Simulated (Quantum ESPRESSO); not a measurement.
**Band energies of HgTe**

```
CELL_PARAMETERS angstrom
      0.00000     3.21663     3.21663
      3.21663     0.00000     3.21663
      3.21663     3.21663     0.00000
ATOMIC_POSITIONS crystal
  Te 0.75000 0.75000 0.75000
  Hg 0.00000 0.00000 0.00000
```

LDA (Quantum ESPRESSO, PseudoDojo norm-conserving, 82 Ry, without SOC); path ΓXWKΓLUWLK,UX; energies in eV from the Fermi level.

```
k (1/Å)  point  band 14  band 15  band 16  band 17  band 18  band 19  band 20  band 21
-------  -----  -------  -------  -------  -------  -------  -------  -------  -------
0.00         Γ    -6.88    -6.88    -0.92    -0.02    -0.02    -0.02     4.15     4.15
0.43              -6.91    -6.85    -3.19    -1.19    -1.19     1.81     2.85     5.80
0.98         X    -6.82    -6.43    -5.58    -2.37    -2.37     1.79     2.28     8.02
1.47         W    -6.93    -6.25    -5.69    -2.79    -2.65     3.07     4.48     5.15
1.58              -6.89    -6.28    -5.66    -2.90    -2.44     2.86     4.14     5.63
1.81         K    -6.85    -6.34    -5.62    -3.04    -1.97     2.13     3.89     6.89
2.12              -6.90    -6.77    -4.88    -2.72    -1.16     2.08     4.61     5.53
2.54              -6.90    -6.87    -2.59    -0.85    -0.23     1.03     3.89     4.44
2.85         Γ    -6.88    -6.88    -0.92    -0.02    -0.02    -0.02     4.15     4.15
3.06              -6.88    -6.88    -1.98    -0.20    -0.20     0.56     4.02     4.39
3.59              -6.86    -6.72    -5.42    -1.01    -1.01     0.57     4.97     4.97
3.69         L    -6.86    -6.58    -5.67    -1.04    -1.04     0.55     4.97     4.97
4.09              -6.87    -6.47    -5.51    -2.80    -1.62     2.10     4.31     6.24
4.29         U    -6.85    -6.34    -5.62    -3.04    -1.97     2.13     3.89     6.89
4.52              -6.89    -6.28    -5.66    -2.90    -2.44     2.86     4.14     5.63
4.64         W    -6.93    -6.25    -5.69    -2.79    -2.65     3.07     4.48     5.15
5.03              -6.87    -6.52    -5.54    -2.34    -1.47     1.92     4.32     5.53
5.33         L    -6.86    -6.58    -5.67    -1.04    -1.04     0.55     4.97     4.97
5.50              -6.86    -6.56    -5.61    -1.70    -1.18     1.22     4.59     5.24
5.92         K    -6.85    -6.34    -5.62    -3.04    -1.97     2.13     3.89     6.89
5.92         U    -6.85    -6.34    -5.62    -3.04    -1.97     2.13     3.89     6.89
6.27         X    -6.82    -6.43    -5.58    -2.37    -2.37     1.79     2.28     8.02
```

At this level the gap is closed or nearly so: along the path the highest valence and lowest conduction bands touch, or overlap by less than 0.6 eV, a zero-gap or semimetallic result; the valence top lies at Γ, the conduction bottom at Γ.

Without spin-orbit coupling, band edges of such heavy elements can be off by tenths of an eV.

Geometry relaxed with LDA.
